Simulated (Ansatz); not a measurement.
## Harmonic thermodynamics of Ga$_{4}$Sb$_{3}$As

All numbers below come from Ansatz 0.2.0, DFT PBE, scalar-relativistic, plane waves, PAW. Cutoff 420 eV, 10×6×6 k-points (Γ-centred), Fermi-Dirac smearing of 0.15 eV. No spin polarisation. Phonons by linear response, acoustic sum rule imposed.

Equilibrium structure at this level:
```
Ga Sb As
1.0
     4.31524    0.00000    0.00000
     0.00000    8.63022    0.00000
     0.00000    0.00000    6.09443
Ga Sb As
4 3 1
Direct
  0.00000 0.76357 0.00859
  0.50000 0.50000 0.50814
  0.00000 0.23643 0.00859
  0.50000 0.00000 0.47558
  0.50000 0.75738 0.74985
  0.00000 0.50000 0.24991
  0.50000 0.24262 0.74985
  0.00000 0.00000 0.24948
```

The cell was found from a structure generator's guess, not taken from experiment. In a metal, frequencies and elastic constants depend on the k mesh and the smearing, soft modes and shear constants most. Some empty bands missed the eigensolver's threshold. Spin–orbit coupling is left out, which matters for heavy elements. The q mesh is coarse, so values between its points are rough.

Force constants from linear response on a 2×1×1 q mesh, interpolated to a fine mesh.

Phonon density of states, in bins of 5 cm⁻¹:
```json
{"bin centre (cm⁻¹)": "-17.5", "share of modes (%)": "0.0"}
{"bin centre (cm⁻¹)": "-12.5", "share of modes (%)": "0.0"}
{"bin centre (cm⁻¹)": "-7.5", "share of modes (%)": "0.0"}
{"bin centre (cm⁻¹)": "-2.5", "share of modes (%)": "0.1"}
{"bin centre (cm⁻¹)": "2.5", "share of modes (%)": "0.1"}
{"bin centre (cm⁻¹)": "7.5", "share of modes (%)": "0.1"}
{"bin centre (cm⁻¹)": "12.5", "share of modes (%)": "0.2"}
{"bin centre (cm⁻¹)": "17.5", "share of modes (%)": "0.2"}
{"bin centre (cm⁻¹)": "22.5", "share of modes (%)": "0.4"}
{"bin centre (cm⁻¹)": "27.5", "share of modes (%)": "0.6"}
{"bin centre (cm⁻¹)": "32.5", "share of modes (%)": "0.9"}
{"bin centre (cm⁻¹)": "37.5", "share of modes (%)": "1.2"}
{"bin centre (cm⁻¹)": "42.5", "share of modes (%)": "1.9"}
{"bin centre (cm⁻¹)": "47.5", "share of modes (%)": "3.1"}
{"bin centre (cm⁻¹)": "52.5", "share of modes (%)": "3.4"}
{"bin centre (cm⁻¹)": "57.5", "share of modes (%)": "4.1"}
{"bin centre (cm⁻¹)": "62.5", "share of modes (%)": "4.6"}
{"bin centre (cm⁻¹)": "67.5", "share of modes (%)": "3.5"}
{"bin centre (cm⁻¹)": "72.5", "share of modes (%)": "3.3"}
{"bin centre (cm⁻¹)": "77.5", "share of modes (%)": "2.8"}
{"bin centre (cm⁻¹)": "82.5", "share of modes (%)": "3.0"}
{"bin centre (cm⁻¹)": "87.5", "share of modes (%)": "1.3"}
{"bin centre (cm⁻¹)": "92.5", "share of modes (%)": "0.4"}
{"bin centre (cm⁻¹)": "97.5", "share of modes (%)": "0.5"}
{"bin centre (cm⁻¹)": "102.5", "share of modes (%)": "0.5"}
{"bin centre (cm⁻¹)": "107.5", "share of modes (%)": "0.7"}
{"bin centre (cm⁻¹)": "112.5", "share of modes (%)": "0.7"}
{"bin centre (cm⁻¹)": "117.5", "share of modes (%)": "0.9"}
{"bin centre (cm⁻¹)": "122.5", "share of modes (%)": "1.1"}
{"bin centre (cm⁻¹)": "127.5", "share of modes (%)": "1.4"}
{"bin centre (cm⁻¹)": "132.5", "share of modes (%)": "2.2"}
{"bin centre (cm⁻¹)": "137.5", "share of modes (%)": "1.8"}
{"bin centre (cm⁻¹)": "142.5", "share of modes (%)": "1.5"}
{"bin centre (cm⁻¹)": "147.5", "share of modes (%)": "1.1"}
{"bin centre (cm⁻¹)": "152.5", "share of modes (%)": "1.6"}
{"bin centre (cm⁻¹)": "157.5", "share of modes (%)": "0.6"}
{"bin centre (cm⁻¹)": "162.5", "share of modes (%)": "0.0"}
{"bin centre (cm⁻¹)": "167.5", "share of modes (%)": "0.3"}
{"bin centre (cm⁻¹)": "172.5", "share of modes (%)": "1.6"}
{"bin centre (cm⁻¹)": "177.5", "share of modes (%)": "3.2"}
{"bin centre (cm⁻¹)": "182.5", "share of modes (%)": "2.5"}
{"bin centre (cm⁻¹)": "187.5", "share of modes (%)": "2.9"}
{"bin centre (cm⁻¹)": "192.5", "share of modes (%)": "2.7"}
{"bin centre (cm⁻¹)": "197.5", "share of modes (%)": "5.5"}
{"bin centre (cm⁻¹)": "202.5", "share of modes (%)": "6.8"}
{"bin centre (cm⁻¹)": "207.5", "share of modes (%)": "9.1"}
{"bin centre (cm⁻¹)": "212.5", "share of modes (%)": "5.1"}
{"bin centre (cm⁻¹)": "217.5", "share of modes (%)": "2.0"}
{"bin centre (cm⁻¹)": "222.5", "share of modes (%)": "4.6"}
{"bin centre (cm⁻¹)": "227.5", "share of modes (%)": "3.8"}
```

(1) How much zero-point energy does an atom carry?

(2) How large are the vibrational entropy and heat capacity at 300 K?

(3) Tabulate them against temperature.

Results:

(1) 26.5 meV.

(2) S = 4.66 k_B and C_V = 2.86 k_B per atom, 95 % of the Dulong–Petit value.

(3)
```csv
T (K),F_vib (meV/atom),S (k_B/atom),C_V (k_B/atom)
100,19.8,1.84,2.09
200,-3.9,3.53,2.70
300,-39.5,4.66,2.86
400,-83.4,5.49,2.92
500,-133.7,6.15,2.94
600,-189.1,6.69,2.96
700,-248.7,7.14,2.97
800,-312.0,7.54,2.98
900,-378.5,7.89,2.98
1000,-447.9,8.21,2.98
```
